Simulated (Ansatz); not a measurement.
# Ansatz 0.2.0, relaxation: KLuS2

The input file (Ansatz 0.2.0, plane waves):

```yaml
crystal:
  lattice:
    - [3.946016, 0.0, 0.0]
    - [-1.973008, 3.417356, 0.0]
    - [-1.973008, 1.139119, 7.284822]
  atoms:
    - { symbol: Lu, position: [0.5, 0.5, 0.5] }
    - { symbol: K, position: [0.0, 0.0, 0.0] }
    - { symbol: S, position: [0.23369, 0.76631, 0.70107] }
    - { symbol: S, position: [0.76631, 0.23369, 0.29893] }
  symmetry: { tolerance: 0.0003 }
kpoints:
  mp_grid: { grid: [6, 6, 6], shift: [0, 0, 0] }
magnetization:
  spin_polarized: false
scf:
  occupations: { method: fermi_dirac }
  lower_state_search: "off"
hamiltonian:
  pseudopotentials: { kind: paw }
  xc: r2scan
basis:
  ecutwfc: 500
  fft_grid_basis: typed
relax:
  max_steps: 40
  cell: { p_target: 0.0 }
output:
  forces: true
  stress: true
  eigenvalues: true
  bader: true
  populations: true
  elf: true
  write_potential: true
  volumetric_format: npy
  dos:
    e_range: [-12, 8]
    de: 0.05
    projected: { site_lists: { K: [K], Lu: [Lu], S: [S] } }
checkpoint:
  read: saved_state
```

Launch command:

```bash
ansatz run input.yaml --threads 2 --pin off --max-ram 2560MiB --backend cpu --events-out ev --progress --plain --runs-dir out
```

Origin of the cell: a database entry, scaled a little.

The smearing width isn't typed, so it takes its default of 0.1 eV.

The saved state is a converged single point of the same cell.

Steps («new basis» is an SCF on plane waves selected anew at the same cell):

```csv
step,ΔF (meV/atom),max force component (eV/Å),P (GPa),volume (Å³),SCF iterations,step was
1,0.0,0.097,0.09,98.24,6,accepted
2,0.2,0.128,0.30,98.63,6,rejected
3,-0.3,0.001,0.08,98.61,9,accepted
4,-0.3,0.002,0.02,98.73,5,accepted
5,-0.4,0.002,0.02,98.73,6,new basis
```

Step 1, with forces in eV/Å:

```xyz
4
Lattice="3.946 0.000 0.000 -1.973 3.417 0.000 -1.973 1.139 7.285" Properties=species:S:1:pos:R:3:forces:R:3 pbc="T T T" step=1
Lu    0.000    2.278    3.642    0.000    0.000    0.000
K     0.000    0.000    0.000    0.000    0.000    0.000
S    -1.973    3.417    5.107    0.000    0.000   -0.097
S     1.973    1.139    2.178    0.000    0.000    0.097
```

Step 5, with forces in eV/Å:

```xyz
4
Lattice="3.952 0.000 0.000 -1.976 3.422 0.000 -1.976 1.141 7.300" Properties=species:S:1:pos:R:3:forces:R:3 pbc="T T T" step=5
Lu    0.000    2.282    3.650    0.000    0.000    0.000
K     0.000    0.000    0.000    0.000    0.000    0.000
S    -1.976    3.422    5.105    0.000    0.000    0.002
S     1.976    1.141    2.195    0.000    0.000   -0.002
```

* Free energy lowered by: 0.4 meV/atom
* Volume change: 0.50 %
* Final pressure: 0.02 GPa
* Relaxation steps listed: 5

Caveats: no spin-orbit coupling, though heavy elements are present; the relaxation held the start's symmetry, so the end may be a saddle point.

The run took 56 s on 2 threads of Arm Neoverse V1 (shared host), peak memory 0.69 GiB, from a saved density.
